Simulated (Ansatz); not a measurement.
Ansatz (a quantum-chemistry and plane-wave program) input:

Ansatz 0.2 input:
```yaml
crystal:
  lattice:
    - [3.0813391811, 0.0, 0.0]
    - [-1.5406695905, 2.6685180085, 0.0]
    - [0.0, 0.0, 4.7869327315]
  atoms:
    - { symbol: Li, position: [0.3333333333, 0.6666666667, 0.382380717] }
    - { symbol: Li, position: [0.6666666667, 0.3333333333, 0.882380717] }
    - { symbol: F, position: [0.3333333333, 0.6666666667, 0.992609283] }
    - { symbol: F, position: [0.6666666667, 0.3333333333, 0.492609283] }
kpoints:
  mp_grid: { grid: [10, 10, 6] }
hamiltonian:
  xc: r2scan
  pseudopotentials: { kind: paw }
scf:
  occupations: { method: fixed }
checkpoint: { read: static.run }
output: { write_density: true, elf: true, volumetric_format: npy }
basis: { fft_grid_basis: typed }
```

Output (shortened):

```
Pseudopotential: Li, paw, valence charge 3
Pseudopotential: F, paw, valence charge 7
Functional definition: r2SCAN
Crystal: 4 atoms, lattice volume = 39.361 Å³
Basis set: ecut = 500 eV, 977 PW (Γ), exchange–correlation on 96×96×144 points (64 copies of the dense FFT grid, shifted against one another)
Bands: 14, of which v1, the nominal top of the filled ones, is band 10 counted from 1 (9 counted from 0)
Symmetry: 12 space group operations
Space group: P63mc (ITA 186), of the structure as read, at distance tolerance 3.4e-5 Å
k-points: 56 of 600 (time reversal used)
Stability of the state it starts from, as read at its close in the unpolarized treatment …
iter 1 solved again at ethr=1.34e-8 eV; its pass at ethr=3.10e-3 eV (dr2=2.69e-6 eV) is discarded
SCF iter   1: F=—  HF=-2036.535014 eV  |F-HF|=—  |Δ(HF+E_count)|=         —  Δρ=4.38e-7  dr2=3.48e-11  dr2_τ=1.64e-11  ethr=1.34e-8  ⟨swp⟩=2.3  Hψ=5467  notcnv=0  defer=108
preconditioner: auto → none
SCF iter   2: F=-2036.535014 eV  HF=-2036.535014 eV  |F-HF|=1.64e-11  |Δ(HF+E_count)|=   8.15e-9  Δρ=2.95e-7  dr2=9.59e-12  dr2_τ=3.58e-12  ethr=1.00e-12  ⟨swp⟩=6.2  Hψ=2963  notcnv=0
SCF 1 converged in 2 iterations: F = -2036.535014 eV  dr2 = 9.59e-12
SCF converged after 2 iterations
Free energy (F): -2036.535014 eV
Harris-Foulkes:  -2036.535014 eV  (|F-HF|=1.64e-11)
Internal energy: -2036.535014 eV  (E = F + TS)
E sigma→0 (E₀):  -2036.535014 eV
Fermi energy:    -1.368965 eV
--- Per-component energies (eV) ---
  E_band       = -285.853920
  E_kinetic    = 464.431621
  E_local      = -1474.696474  (includes V_loc(G=0)·N_el)
  E_nonlocal   = 79.587864
  E_hartree    = 531.359768
  E_xc         = -181.695815
  E_vxc        = -266.234380  (∫ρ·V_xc dr)
  E_paw        = -450.246738  (= ΣΔE_a)
  E_vpaw       = -171.321241  (= ΣTr[D̂ρ^β])
  E_aug_tail   = 0.001760  (compensation charges beyond the density's cutoff)
  E_vtau       = 19.657351  (kinetic-family band-sum trace: ∫τ·v_τ [+ j·A + Jᵃ·Aᵃ] dr)
  E_ewald      = -1005.214216
  E_core_change = -0.062783  (= ΣΔE_core)
  E_smearing   =  0.000000  (= −TS)
  E_closure    =  0.000000  (closes the sum)
  Σ components = -2036.535014   (vs F -2036.535014, Δ=0.00e0)
  [band-id]    e_kinetic+e_local+e_nonlocal+2·e_hartree+e_vxc+e_vpaw+e_augmentation_tail+e_vtau = -285.853964   (vs E_band -285.853920, Δ=-4.48e-5)
--- Band table (eV; the first three rows and the last of 56) ---
  k-point 0: bands = ["-42.7520", "-42.7081", "-21.9786", "-21.7385", "-3.5666", "-1.8808", "-1.8808", "-1.5540", "-1.5540", "-1.3690", "7.2114", "11.7360", "15.0007", "18.4831"]
  k-point 1: bands = ["-42.7490", "-42.7111", "-21.9638", "-21.7560", "-3.4320", "-1.8592", "-1.8592", "-1.5761", "-1.5761", "-1.5334", "7.4331", "11.1799", "15.5198", "18.4896"]
  k-point 2: bands = ["-42.7410", "-42.7191", "-21.9224", "-21.8026", "-3.0568", "-1.9658", "-1.7997", "-1.7997", "-1.6362", "-1.6362", "8.0561", "10.0902", "16.5179", "18.5623"]
  k-point 55: bands = ["-42.7041", "-42.7041", "-21.7734", "-21.7734", "-2.9802", "-2.9802", "-2.6716", "-2.6716", "-1.7479", "-1.7479", "11.7647", "11.7647", "13.4852", "13.4852"]
```

Cost: about 5 core-seconds (a rough figure) on shared cores.

Space group P6_3mc (wurtzite). The workflow started from a Materials Project entry (that database holds measured and hypothetical structures alike); the Crystallography Open Database copy checked does not list it. It is not the phase usual at ambient conditions (space group No. 225). Symmetry was held in the r²SCAN relaxation; phonons on a q-mesh show no instability.

Potentials: the later of the program's two PAW sets.

Ansatz is a plane-wave DFT program.
